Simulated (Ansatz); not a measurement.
Calculation log, MnIr (P4/mmm) (elastic constants by finite strains)

Level of theory: PBEsol, PAW on Ansatz 0.2.0's default frozen-core files (fitted under PBE), scalar-relativistic, spin-polarised.

Cell and atoms were relaxed beforehand by PAW with this functional.

Command:

```sh
ansatz run input.yaml --threads 2 --pin off --max-ram 6144MiB --backend cpu --events-out ev --progress --plain --runs-dir out
```

input.yaml:

```yaml
crystal:
  lattice:
    - [2.62361645377, 0.0, 0.0]
    - [0.0, 2.62361645377, 0.0]
    - [0.0, 0.0, 3.61359846222]
  atoms:
    - { symbol: Mn, position: [0.5, 0.5, 0.5], spin: 1.1 }
    - { symbol: Ir, position: [0.0, 0.0, 0.0] }
magnetization:
  spin_polarized: true
kpoints:
  mp_grid: { grid: [18, 18, 14] }
scf:
  occupations: { method: fermi_dirac, width: 0.1 }
hamiltonian:
  xc: pbesol
  pseudopotentials: { kind: paw }
elastic:
  mode: relaxed_ion
  stencil: four_point
  amplitude: 0.003
```

Output (shortened where marked):

```
Warning: RAYON_NUM_THREADS=2 ignored (pool sized by the plan → 2); use --threads N
Engine: ansatz 0.2.0, aarch64-unknown-linux-gnu
Pseudopotentials: kind: paw
Pseudopotential: Mn, paw, valence charge 15, recommended cutoff 420 eV (normal), Mn.paw.azcp
Pseudopotential: Ir, paw, valence charge 17, recommended cutoff 420 eV (normal), Ir.paw.azcp
Functional definition: PBEsol
  exchange = pbesol_x
  correlation = pbesol_c
Crystal: 2 atoms, lattice volume = 24.874 Å³
Basis set: ecut = 420 eV, 505 PW (Γ), exchange–correlation on 36×36×50 points (8 copies of the dense FFT grid, shifted against one another)
Bands: 21, of which v1, the nominal top of the filled ones, is band 16 counted from 1 (15 counted from 0)
Symmetry: 16 space group operations
Space group: P4/mmm (ITA 123), of the structure as read, at distance tolerance 2.9e-5 Å
Magnetic group: BNS 123.339 (UNI 999), of the structure as read, at distance tolerance 2.9e-5 Å
k-points: 440 of 4536
Non-local potential: Mn, projectors of the file, l = 0: 3, l = 1: 2, l = 2: 3, l = 3: 1
Non-local potential: Ir, projectors of the file, l = 0: 3, l = 1: 2, l = 2: 2, l = 3: 1
PAW form: soft (Blöchl's): semilocal exchange-correlation on the pseudo side does not see the compensation charge
PAW frozen core: Mn, regenerated for the run's functional, and the local potential with it (the file was generated under x = pbe(κ = 0.804, μ = 0.2195149727645171), c = pbe(β = 0.06672455060314922))
PAW frozen core: Ir, regenerated for the run's functional, and the local potential with it (the file was generated under x = pbe(κ = 0.804, μ = 0.2195149727645171), c = pbe(β = 0.06672455060314922))
PAW one-centre angular grid: Mn, 590 points (default); XC on 64 Gauss nodes
PAW one-centre angular grid: Ir, 590 points (default); XC on 64 Gauss nodes
Initial density: superposition of atomic densities (chi_scale 0.1, normalization cell)
Starting moments: Σ|m| = 1.1 μB on 1 of 2 sites
Initial wavefunctions: pseudopotential atomic-orbital guess
Functional: x = pbesol(κ = 0.804, μ = 0.12345679012345678), c = pbesol(β = 0.046)
SCF 1 converged in 13 iterations: F = -15668.131623 eV  dr2 = 3.35e-9
  greatest PAW one-centre occupation: 1.000 electrons in one spin orbital (limit 2), on the Mn atom at site 0 (counted from 0), in its partial waves of l = 0
a single point of the input's cell can leave the moments in the input for a lower state (scf.lower_state_search): this run first made a single point of its cell. This run's own SCFs start from the density of the state that the ...
Initial density: read from a saved state, or passed on in memory by an earlier SCF of this step, an earlier step, the calling program or the single point that the run made first
Stability of the state it starts from, as read at its close in the collinear treatment: not read negative (Ritz values of 1 − χ₀K, real part plus size of imaginary part, from 0.45 to 0.82, by its mixing steps under the symmetry ...
Starting moments: Σ|m| = 1.1 μB on 1 of 2 sites; this step starts from the density that it was given
iter 1 solved again at ethr=4.56e-9 eV; its pass at ethr=3.10e-3 eV (dr2=1.46e-6 eV) is discarded
[... 145 lines left out ...]
--- Stress (GPa, compression-positive) ---
        0.028221       0.000000       0.000000
        0.000000       0.028221       0.000000
        0.000000       0.000000       0.035697
  P = ⅓ Tr σ = 0.0307 GPa (0.307 kbar)
--- Elastic constants: 4 strain directions × 4 members + reference (group order 16) ---
  dense FFT box of the reference and of every strained cell: 18×18×25
  strains applied: 11, 33, 23, 12; error gains: componentwise 1.00 (the most a stress slope's error grows in a printed constant), spectral 1.41 (1 for all six strains in a standard setting)
  C = ∂σ_k/∂η_j (tension-positive GPa; Voigt order 11 22 33 23 13 12):
       668.504     65.249    197.755      0.000      0.000     -0.000
        65.249    668.504    197.755      0.000      0.000     -0.000
       197.732    197.732    503.997      0.000      0.000     -0.000
         0.000      0.000      0.000    249.399      0.000      0.000
         0.000      0.000      0.000      0.000    249.399      0.000
        -0.000     -0.000      0.000      0.000      0.000    140.658
  reference stress σ⁰ (GPa):     -0.028     -0.028     -0.036     -0.000     -0.000     -0.000
  C* (energy form; C + prestress term) asymmetry max|C*_kj − C*_jk| = 3.107e-2 GPa — a small one proves nothing (zero by symmetry where the batch's group is 432, −43m or m−3m); a large one is finite-difference/SCF noise where ...
  moduli (Voigt/Reuss/Hill, GPa): K = 306.94/306.70/306.82   G = 219.91/201.94/210.93   E = 514.81   ν = 0.220
  mechanically stable: yes (min eigenvalue of sym C = 140.66 GPa)
  strain η (Voigt 11):  stress-route row diagonal C_11 = 668.50 GPa, energy-path curvature d²(F+E_count+ΔE)/dδ²/Ω₀ = 668.57 GPa
    cells at ±δ against ±2δ: C11 668.54 and 668.66 GPa, apart by 0.02 % of the column's largest entry
         δ    σ_11 (GPa)             F (eV)   n_scf  n_hpsi   n_pw
    -6.000e-3      -4.1706      -15668.1296888      17  1038591    500   relax 0 steps, max|allowed force component| 5.21e-29 eV/Å
    -3.000e-3      -2.0665      -15668.1311390       8  785536    505   relax 0 steps, max|allowed force component| 6.31e-30 eV/Å
     3.000e-3       1.9447      -15668.1311732       8  700450    505   relax 0 steps, max|allowed force component| 2.52e-29 eV/Å
     6.000e-3       3.8533      -15668.1298211      13  897340    505   relax 0 steps, max|allowed force component| 4.93e-32 eV/Å
  strain η (Voigt 33):  stress-route row diagonal C_33 = 504.00 GPa, energy-path curvature d²(F+E_count+ΔE)/dδ²/Ω₀ = 503.97 GPa
    cells at ±δ against ±2δ: C33 504.00 and 504.02 GPa, apart by 0.00 % of the column's largest entry
         δ    σ_33 (GPa)             F (eV)   n_scf  n_hpsi   n_pw
    -6.000e-3      -3.1193      -15668.1301643      17  526227    505   relax 0 steps, max|allowed force component| 3.81e-28 eV/Å
    -3.000e-3      -1.5627      -15668.1312518       7  355552    505   relax 0 steps, max|allowed force component| 1.29e-28 eV/Å
     3.000e-3       1.4613      -15668.1312894       8  426318    505   relax 0 steps, max|allowed force component| 3.83e-28 eV/Å
     6.000e-3       2.9289      -15668.1302644      13  507818    505   relax 0 steps, max|allowed force component| 1.07e-29 eV/Å
  strain η (Voigt 23):  stress-route row diagonal C_44 = 249.40 GPa, energy-path curvature d²(F+E_count+ΔE)/dδ²/Ω₀ = 249.41 GPa
    cells at ±δ against ±2δ: C44 249.39 and 249.35 GPa, apart by 0.01 % of the column's largest entry
         δ    σ_23 (GPa)             F (eV)   n_scf  n_hpsi   n_pw
    -6.000e-3      -1.4961      -15668.1309256      16  1530873    505   relax 0 steps, max|allowed force component| 1.72e-28 eV/Å
    -3.000e-3      -0.7482      -15668.1314488       5  766387    505   relax 0 steps, max|allowed force component| 5.05e-29 eV/Å
     3.000e-3       0.7482      -15668.1314488       6  809497    505   relax 0 steps, max|allowed force component| 5.13e-29 eV/Å
     6.000e-3       1.4961      -15668.1309256      12  1204704    505   relax 0 steps, max|allowed force component| 1.04e-28 eV/Å
  strain η (Voigt 12):  stress-route row diagonal C_66 = 140.66 GPa, energy-path curvature d²(F+E_count+ΔE)/dδ²/Ω₀ = 140.69 GPa
    cells at ±δ against ±2δ: C66 140.67 and 140.69 GPa, apart by 0.02 % of the column's largest entry
         δ    σ_12 (GPa)             F (eV)   n_scf  n_hpsi   n_pw
    -6.000e-3      -0.8441      -15668.1312283      14  876188    505   relax 0 steps, max|allowed force component| 5.05e-29 eV/Å
    -3.000e-3      -0.4220      -15668.1315243       4  454925    505   relax 0 steps, max|allowed force component| 2.08e-28 eV/Å
     3.000e-3       0.4220      -15668.1315243       4  452626    505   relax 0 steps, max|allowed force component| 2.62e-29 eV/Å
     6.000e-3       0.8441      -15668.1312283      10  660337    505   relax 0 steps, max|allowed force component| 6.51e-30 eV/Å
```

Self-consistency was reached.

**Elastic constants**

Elastic constants of a crystal by Kohn-Sham DFT: slopes of the stress over finite engineering strains of the given cell, Voigt indices, Cartesian axes as in the input.

```
Pressure at rest         : 0.031 GPa
Least elastic eigenvalue : 140.7 GPa
Elastically stable       : yes
```

```tsv
index	elastic (GPa)
11	668.5
12	65.25
13	197.7
33	504
44	249.4
66	140.7
```

### Elastic moduli

Hill averages of a grain aggregate, Debye temperature from the mean sound speed over directions.

```
Bulk modulus                     : 306.8 GPa
Shear modulus                    : 210.9 GPa
Young modulus                    : 514.8 GPa
Poisson ratio                    : 0.2204
Bulk over shear modulus          : 1.455
Elastic anisotropy index         : 0.4457
Least young modulus              : 378.6 GPa
Largest young modulus            : 622.4 GPa
Longitudinal sound speed         : 5970 m/s
Transverse sound speed           : 3575 m/s
Elastic debye temperature        : 504.4 K
Linear compressibility (x, y, z) : 1.05, 1.05, 1.16 1/TPa
```

### Strained cells

Stress of each strained cell less that at rest, tension positive.

```tsv
strain component	strain	stress xx (GPa)	stress yy (GPa)	stress zz (GPa)	stress yz (GPa)	stress xz (GPa)	stress xy (GPa)	relaxation steps
xx	-0.006	-4.142	-0.4009	-1.209	0	0	0	0
xx	-0.003	-2.038	-0.198	-0.5989	0	0	0	0
xx	0.003	1.973	0.1936	0.5875	0	0	0	0
xx	0.006	3.881	0.3831	1.164	0	0	0	0
zz	-0.006	-1.214	-1.214	-3.084	0	0	0	0
zz	-0.003	-0.6001	-0.6001	-1.527	0	0	0	0
zz	0.003	0.5864	0.5864	1.497	0	0	0	0
zz	0.006	1.159	1.159	2.965	0	0	0	0
yz	-0.006	-0.0127	-0.0143	-0.0215	-1.496	0	0	0
yz	-0.003	-0.0032	-0.0036	-0.0054	-0.7482	0	0	0
yz	0.003	-0.0032	-0.0036	-0.0054	0.7482	0	0	0
yz	0.006	-0.0127	-0.0143	-0.0215	1.496	0	0	0
xy	-0.006	-0.0056	-0.0056	-0.009	0	0	-0.8442	0
xy	-0.003	-0.0014	-0.0014	-0.0022	0	0	-0.422	0
xy	0.003	-0.0014	-0.0014	-0.0022	0	0	0.422	0
xy	0.006	-0.0056	-0.0056	-0.009	0	0	0.8442	0
```

Known limits: frozen-core PAW files fitted under PBE, their cores solved anew for the functional of the run; a lower magnetic state may exist; responses of metals move with mesh and smearing; no spin-orbit coupling on heavy atoms; elastic stability says nothing of phonons or of other phases.

Cost: 9.1 min on 2 threads of Arm Neoverse V1, with other jobs on the host, peak memory 1.3 GiB.
